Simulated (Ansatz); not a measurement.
Level of theory: Ansatz, DFT PBE, scalar-relativistic, plane waves, PAW. All cells share a 420 eV cutoff and Γ-centred k meshes spaced at most about 0.3 Å⁻¹ (about 0.25 or finer for metals, 2π included). No spin polarisation in the final relaxations.

Temperature and zero-point effects are left out.

Compare these two cells of Ga₂Te₂S, each relaxed at this level.

A.

Space group I4/mmm (No. 139). a = 5.706 Å, b = 5.706 Å, c = 7.516 Å, α = 90.00°, β = 90.00°, γ = 90.00°
```tsv
atom	site	symmetry	x	y	z
Ga	4e	4mm	0.0000	0.0000	0.6770
Te	4d	-4m2	0.0000	0.5000	0.2500
S	2a	4/mmm	0.0000	0.0000	0.0000
```

B.

Space group P4/mmm (No. 123). a = 4.889 Å, b = 4.889 Å, c = 6.540 Å, α = 90.00°, β = 90.00°, γ = 90.00°
```
atom  site  symmetry       x       y       z
  Ga    2f      mmm.  0.5000  0.0000  0.0000
  Te    2g       4mm  0.0000  0.0000  0.2579
   S    1c     4/mmm  0.5000  0.5000  0.0000
```

Question: Which form is favoured at zero pressure, and by what margin per atom?

Answer: B is lower, by 238 meV/atom. A has space group I4/mmm (No. 139), 24.5 Å³/atom and no gap on its mesh; B has space group P4/mmm (No. 123), 31.3 Å³/atom and no gap. Counting S or Te atoms around Ga (for each partner element, those within 1.25 times its shortest distance or 1.15 times the sum of covalent radii, where it is the nearest in units of that sum or under 1.3), A has Ga 5 and B has Ga 6. The lower one is the more open, so pressure narrows the difference. In A, Ga has 1 S at 2.43 Å, 1 Ga at 2.66 Å and 4 Te at 2.91 Å; Te is surrounded by 4 Ga at 2.91 Å; S is surrounded by 2 Ga at 2.43 Å. In B, Ga is surrounded by 2 S at 2.44 Å and 4 Te at 2.97 Å; around Te lie 4 Ga at 2.97 Å, 1 Te at 3.17 Å, 1 Te at 3.37 Å and 4 S at 3.85 Å; S is surrounded by 4 Ga at 2.44 Å and 8 Te at 3.85 Å. Both come from invented guesses.

These runs have no spin–orbit coupling, which can matter for Te. Cells relaxed within their symmetry can be saddle points.
